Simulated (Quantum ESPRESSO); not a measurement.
# Different elements on one site among Li Mo Re Rh

These are calculations, not measurements. They come from Quantum ESPRESSO 7.5, a public plane-wave density functional program. Each row is one single-point run on a made-up periodic cell of eight metal atoms, with elements, volume, strain and displacements drawn at random and not relaxed, so a cell may be unstable or far from any real phase. There is no spin polarisation or spin-orbit coupling.

Settings: PBE unless stated; PseudoDojo standard norm-conserving files; Fermi-Dirac width 0.25 eV, which means electrons at about 2900 K; cutoff 1252 eV; 6 x 5 x 4 k mesh shifted half a step off Gamma. E is the free energy of the whole cell (internal energy minus TS), so a -TS column is already part of it. Stress is positive in tension, and the pressure P is minus a third of its trace.

Checks: one run of this series was repeated at a higher cutoff and on a denser mesh, which moved values by no more than 0.011 eV, 0.16 GPa and 0.013 eV/Å, and a second program with other atomic files agreed on it to 2 % rms in force and 0.5 GPa in pressure. Known limits: the copper pseudopotential is less sure than most, with forces differing by about three percent and pressure by about two GPa from a second method on plain copper; heavy elements are run without spin-orbit coupling, which real alloys of them have; a spin test at this wide smearing found no moment, but such smearing suppresses magnetism that the real alloy may have.

The lattice is hexagonal close-packed, and the cell vectors in Å are (-0.005, 0.016, -4.252); (0.084, 4.732, -0.018); (5.569, 0.097, 0.006), a volume of 112.02 Å³. The elements on sites 1 to 8 are Re Mo Mo Mo Mo Li Rh X. The runs change X and keep the cell and the displaced positions. The column v is a rough volume for each atom of the pure element, close to PBE values, from general knowledge and not from these runs. Energies are left out, as each element's file has its own zero.

| run | X | v (Å³) | -TS (eV) | force on X (eV/Å) | rms force (eV/Å) | P (GPa) |
|---|---|---|---|---|---|---|
| 1 | Mo | 15.8 | -1.563 | 1.597 | 1.231 | 27.54 |
| 2 | Ag | 17.8 | -1.462 | 2.423 | 1.406 | 28.30 |
| 3 | Rh | 14.1 | -1.495 | 1.768 | 1.254 | 21.78 |
| 4 | Al | 16.5 | ? | ? | ? | ? |
| 5 | Cu | 12.0 | -1.498 | 1.277 | 1.124 | 17.02 |

## Worked fit

A straight line through the runs shown gives P = -7.1 + 2.064 v GPa with v in Å³, an error of 0.418 on the slope and a scatter of 1.78 GPa. At this fixed volume the pressure tends to rise with the size of X.

## Withheld run

Question: what pressure should run 4, with Al, give?

The fit gives 26.96 ± 2.10 GPa. The calculation gave 22.47 GPa. This run lies off the fit by more than twice that error, so something that the fit leaves out matters here.
